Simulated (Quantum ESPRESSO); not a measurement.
# NMR parameters of BaTe

```
BaTe
1.0
    0.00000     3.54492     3.54492
    3.54492     0.00000     3.54492
    3.54492     3.54492     0.00000
Ba Te
1 1
Direct
  0.00000   0.00000   0.00000
  0.50000   0.50000   0.50000
```
The cell comes from the Materials Project (a computed structure). It is BaTe in Fm-3m; whether this form has been observed was not checked. Stability against distortions was not tested.

Computed: shieldings by PBE GIPAW on JTH datasets (Quantum ESPRESSO, modified build), 20 Ha, k-mesh 6×6×6 shifted, f-sum rule met within 0.012 %.

```tsv
site	site symmetry	σ_iso (ppm)
Ba (atom 1)	m-3m	4427
Te (atom 2)	m-3m	2421
```

These are absolute shieldings with no macroscopic susceptibility term; δ = σ_ref − σ needs a reference computed alike. In our sweeps, cutoffs and meshes of this size left a few ppm, and up to some 20 ppm on atoms from Zn on. No spin–orbit coupling; Ba is the heaviest element present. The datasets of Te hold no d projectors, which limits absolute σ on these atoms.
